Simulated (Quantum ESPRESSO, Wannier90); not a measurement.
**Wannier functions of MoS₂ (R3m)**

```
begin unit_cell_cart
ang
   -1.5921498499    2.7576844333    0.0000000000
   -3.1842996998    0.0000000000    0.0000000000
   -1.5921498499    0.9192281444    6.4821000000
end unit_cell_cart
begin atoms_frac
Mo   0.0002200000  0.0002200000 -0.0006600000
S   -0.4129370000 -0.4129370000  0.2388110000
S   -0.2533030000 -0.2533030000 -0.2400910000
end atoms_frac
```

Cell from Materials Project (mp-1434), symmetrised, no further relaxation. COD (Crystallography Open Database) has the formula in 3 space groups, this one among them (matched by group alone). Method: PBEsol plane waves in Quantum ESPRESSO 7.5 (PseudoDojo norm-conserving files, 64 Ry, spinors with spin-orbit coupling), Bloch states on a 6×6×6 mesh through Γ, Wannier90 4.0.1. Density: 12×12×12 mesh, cold smearing 0.01 Ry. The cell is built of weakly bound layers, chains or molecules, whose nearest atoms lie 3.85 Å apart. Database cells relaxed without dispersion often hold them too far apart, which can enlarge gaps and weakens couplings between them; spacing and stacking were not compared with the measured crystal.

Functional, cutoff and mesh named above are those of the base row (1); the first column says what each row takes instead. Model: 22 functions from bands 13-54, start hydrogen-like Mo: d; S: p, disentangled but not localised (num_iter = 0), frozen window tied to the conduction edge or Fermi level of each row, as listed, which moves Ω_I and hoppings a little by itself. Energies are relative to the valence-band maximum; the misfit is to pw.x on a path, for states up to 2.1 eV relative to the valence-band maximum. The lattice is scaled uniformly, fractional positions fixed. The disentangled Ω_I can sit in another minimum from row to row.

```json
[
 {"scale": "0.98", "frozen to (eV)": "2.57", "Ω_I (Å²)": "32.53", "rms misfit (meV)": "8.6", "gap (eV)": "1.08", "bottom of band 13 (eV)": "-7.00", "on-site S2 pz↑ minus Mo1 dz2↑ (eV)": "-1.32", "hopping modulus Mo1 dyz↑ – S3 py↑, R = 1 0 0 (eV)": "1.713", "hopping modulus S3 pz↑ – S2 pz↑, R = 0 0 0 (eV)": "1.108", "hopping modulus Mo1 dx2-y2↑ – Mo1 dx2-y2↑, R = 0 1 0 (eV)": "0.664"},
 {"scale": "0.99", "frozen to (eV)": "2.58", "Ω_I (Å²)": "32.46", "rms misfit (meV)": "7.3", "gap (eV)": "1.08", "bottom of band 13 (eV)": "-6.78", "on-site S2 pz↑ minus Mo1 dz2↑ (eV)": "-1.35", "hopping modulus Mo1 dyz↑ – S3 py↑, R = 1 0 0 (eV)": "1.658", "hopping modulus S3 pz↑ – S2 pz↑, R = 0 0 0 (eV)": "1.095", "hopping modulus Mo1 dx2-y2↑ – Mo1 dx2-y2↑, R = 0 1 0 (eV)": "0.630"},
 {"scale": "1", "frozen to (eV)": "2.56", "Ω_I (Å²)": "32.40", "rms misfit (meV)": "7.0", "gap (eV)": "1.06", "bottom of band 13 (eV)": "-6.56", "on-site S2 pz↑ minus Mo1 dz2↑ (eV)": "-1.38", "hopping modulus Mo1 dyz↑ – S3 py↑, R = 1 0 0 (eV)": "1.604", "hopping modulus S3 pz↑ – S2 pz↑, R = 0 0 0 (eV)": "1.082", "hopping modulus Mo1 dx2-y2↑ – Mo1 dx2-y2↑, R = 0 1 0 (eV)": "0.598"},
 {"scale": "1.01", "frozen to (eV)": "2.54", "Ω_I (Å²)": "32.36", "rms misfit (meV)": "6.5", "gap (eV)": "1.04", "bottom of band 13 (eV)": "-6.36", "on-site S2 pz↑ minus Mo1 dz2↑ (eV)": "-1.40", "hopping modulus Mo1 dyz↑ – S3 py↑, R = 1 0 0 (eV)": "1.551", "hopping modulus S3 pz↑ – S2 pz↑, R = 0 0 0 (eV)": "1.068", "hopping modulus Mo1 dx2-y2↑ – Mo1 dx2-y2↑, R = 0 1 0 (eV)": "0.568"},
 {"scale": "1.02", "frozen to (eV)": "2.52", "Ω_I (Å²)": "32.32", "rms misfit (meV)": "6.0", "gap (eV)": "1.02", "bottom of band 13 (eV)": "-6.16", "on-site S2 pz↑ minus Mo1 dz2↑ (eV)": "-1.41", "hopping modulus Mo1 dyz↑ – S3 py↑, R = 1 0 0 (eV)": "1.499", "hopping modulus S3 pz↑ – S2 pz↑, R = 0 0 0 (eV)": "1.054", "hopping modulus Mo1 dx2-y2↑ – Mo1 dx2-y2↑, R = 0 1 0 (eV)": "0.539"}
]
```
